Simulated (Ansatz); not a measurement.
The relaxed structure here is a generated cell of Al2Cu: the first start was made by placing the elements on the sites of a structure type, and the end was not matched to a known phase here, so it may be hypothetical. Known forms of Al2Cu include space group No. 140.

A relaxed structure of Al2Cu. The numbers are results of PBEsol (plane waves to 420 eV, PAW, scalar-relativistic; Ansatz, a first-principles code), not measurements.

```xyz
3
Lattice="-1.3857 1.8736 4.1160 1.3857 -1.8736 4.1160 1.3857 1.8736 -4.1160" Properties=species:S:1:pos:R:3 pbc="T T T"
Cu     0.0000     0.0000     0.0000
Al     0.0000     0.0000     5.4465
Al     0.0000     0.0000     2.7855
```

Determine the symmetry and give the standard cell with its independent sites.

Space group Immm (No. 71); a = 2.771 Å, b = 3.747 Å, c = 8.232 Å, α = β = γ = 90.00°

| atom | site | symmetry | x | y | z |
|---|---|---|---|---|---|
| Cu | 2a | mmm | 0.0000 | 0.0000 | 0.0000 |
| Al | 4i | mm2 | 0.0000 | 0.0000 | 0.3384 |

This is the AFLOW prototype AB2_oI6_71_a_g (as in MoPt2).

Give the shortest distances between elements (the closest pairs, up to four, under 3.6 Å).

Al–Al 2.66 Å; Al–Cu 2.68 Å; Cu–Cu 2.77 Å.

```json
{
  "volume_per_atom": "14.25 Å³",
  "density": "4.56 g/cm³",
  "band_gap": "no gap (metallic)"
}
```

No spin polarisation in the result.

The run could not lose the symmetry of its start, so the end can be a saddle point.
